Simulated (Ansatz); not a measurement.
This guess for Na₃GdP₂ is about to be relaxed.

```cif
data_structure
_symmetry_space_group_name_H-M 'P6/mmm'
_symmetry_Int_Tables_number 191
_cell_length_a 5.8214
_cell_length_b 5.8214
_cell_length_c 4.7967
_cell_angle_alpha 90.000
_cell_angle_beta 90.000
_cell_angle_gamma 120.000
_cell_volume 140.78
loop_
_atom_site_label
_atom_site_type_symbol
_atom_site_symmetry_multiplicity
_atom_site_Wyckoff_symbol
_atom_site_fract_x
_atom_site_fract_y
_atom_site_fract_z
_atom_site_occupancy
Na1 Na 3 g 0.50000 0.00000 0.50000 1
Gd1 Gd 1 a 0.00000 0.00000 0.00000 1
P1 P 2 c 0.33333 0.66667 0.00000 1
```

Theory: DFT PBE, scalar-relativistic, plane waves, PAW (Ansatz 0.2.0). Cutoff 420 eV, Gaussian smearing, Γ-centred meshes. Cell and atoms relax on a converged mesh. In metals the finer mesh still leaves noise of several meV/atom or more. The steps can't lower the symmetry of their start. Collinear spin, starting moments Gd 7.0 μB.

A guess keeps its type if space group and coordination stay and the shape of the cell changes little (axis ratios within about 15 %, angles within 6°); the volume may change.

Task: Does it keep its structure type, or change into something else?

Result: It keeps its type. The symmetry stays P6/mmm (No. 191). The volume per atom shrinks by 4.8 %, from 23.5 to 22.3 Å³. The shortest distance goes from 2.91 Å (Na–Na) to 2.85 Å (Na–Na). The ratio c/a of the conventional cell changes by a factor of 1.01. Counting neighbours within 15 % of an atom's shortest distance, the start has Gd 18, Na 8, P 12 and the end Gd 18, Na 8, P 12.

The last run used collinear spin, a 12×12×8 mesh (in the run's order of axes) for its 6-atom cell and Gaussian smearing of 0.10 eV. The 4f shell of Gd is treated without a Hubbard U, which places its levels poorly. Another magnetic order may lie lower. Symmetry constrained the relaxation, so the result can be a saddle point.
